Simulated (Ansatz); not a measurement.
The guess for TiSi₆Mo was made by a generator: random cell by space group and Wyckoff sites (R3m, No. 160). Its size is a rough estimate.

```cif
data_structure
_symmetry_space_group_name_H-M 'P 1'
_symmetry_Int_Tables_number 1
_cell_length_a 5.5276
_cell_length_b 5.5276
_cell_length_c 5.5276
_cell_angle_alpha 72.709
_cell_angle_beta 72.709
_cell_angle_gamma 72.709
_cell_volume 149.87
loop_
_atom_site_label
_atom_site_type_symbol
_atom_site_fract_x
_atom_site_fract_y
_atom_site_fract_z
_atom_site_occupancy
Ti1 Ti 0.87097 0.87097 0.87097 1
Si1 Si 0.90006 0.20421 0.49626 1
Si2 Si 0.49626 0.90006 0.20421 1
Si3 Si 0.20421 0.49626 0.90006 1
Si4 Si 0.49626 0.20421 0.90006 1
Si5 Si 0.20421 0.90006 0.49626 1
Si6 Si 0.90006 0.49626 0.20421 1
Mo1 Mo 0.14388 0.14388 0.14388 1
```

Level of theory: Ansatz 0.2.0, DFT PBE, scalar-relativistic, plane waves, PAW. Cutoff 420 eV, Gaussian smearing, Γ-centred meshes. Cell and atoms relax first on a coarse mesh, the cell is then made exact in the group found at 0.06 to 0.08 Å, and last on a converged mesh; the steps can't lower the symmetry of their start. No spin polarisation.

A guess keeps its type if space group and coordination stay and the shape of the cell changes little (axis ratios within about 15 %, angles within 6°); the volume may change.

Problem. Does this structure survive the relaxation?

Solution. It doesn't keep its type. The symmetry stays R3m (No. 160). The volume per atom shrinks by 20.4 %, from 18.7 to 14.9 Å³. The shortest distance goes from 1.91 Å (Si–Si) to 2.43 Å (Si–Si). The ratio c/a of the conventional cell changes by a factor of 0.55. Counting neighbours within 15 % of an atom's shortest distance, the start has Mo 6, Si 3, Ti 6 and the end Mo 13, Si 7, Ti 13. In detail, at the end Ti has 12 Si at 2.72–2.84 Å and 1 Mo at 2.90 Å; around Si lie 5 Si at 2.43–2.52 Å, 1 Mo at 2.68 Å, 2 Ti at 2.72–2.84 Å and 1 Mo at 2.86 Å; around Mo lie 6 Si at 2.68 Å, 6 Si at 2.86 Å and 1 Ti at 2.90 Å.

```cif
data_structure
_symmetry_space_group_name_H-M 'R3m:H'
_symmetry_Int_Tables_number 160
_cell_length_a 7.4311
_cell_length_b 7.4311
_cell_length_c 7.4820
_cell_angle_alpha 90.000
_cell_angle_beta 90.000
_cell_angle_gamma 120.000
_cell_volume 357.81
loop_
_atom_site_label
_atom_site_type_symbol
_atom_site_symmetry_multiplicity
_atom_site_Wyckoff_symbol
_atom_site_fract_x
_atom_site_fract_y
_atom_site_fract_z
_atom_site_occupancy
Ti1 Ti 3 a 0.00000 0.00000 0.71018 1
Si1 Si 18 c 0.33582 0.99858 0.56798 1
Mo1 Mo 3 a 0.00000 0.00000 0.09785 1
```

The last run used a 6×6×6 mesh for its 8-atom cell and Gaussian smearing of 0.10 eV. Symmetry constrained the relaxation, so the result can be a saddle point. Another cell of the same search, in Cm, lies 109 meV/atom lower, so this cell isn't the stable form at this level.
